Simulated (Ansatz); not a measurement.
Input:

AlCo:
```
CELL_PARAMETERS angstrom
      2.82306     0.00000     0.00000
      0.00000     2.82306     0.00000
      0.00000     0.00000     2.82306
ATOMIC_POSITIONS crystal
  Co 0.00000 0.00000 0.00000
  Al 0.50000 0.50000 0.50000
```
Starting moments (μB, in the order of the atoms Co Al): 0.1 0.0.

This is the r²SCAN-relaxed structure.

### Question
All from the program Ansatz at the r²SCAN level (PAW), unless another level is named. Estimate the Debye temperature from the elastic constants.

### Answer
651 K.

### Question
What about the elastic constants (relaxed ions, GPa)?

### Answer
C11 = 304, C12 = 139, C44 = 163.

Space group Pm-3m (CsCl type). Symmetry was held in the r²SCAN relaxation. Spin order of the final state: ferromagnetic, the only order run, not a proven ground state. The cell computed holds one magnetic atom, so no antiferromagnetic order was within reach. Other orbital occupations within this spin state were not tried. For itinerant 3d metals, meta-GGAs of the SCAN family and hybrids are commonly reported to give too large moments. As this level gives no gap, shear constants depend on the k-mesh and smearing (Fermi–Dirac, 0.1 eV here).

Potentials: the earlier of the program's two PAW sets.
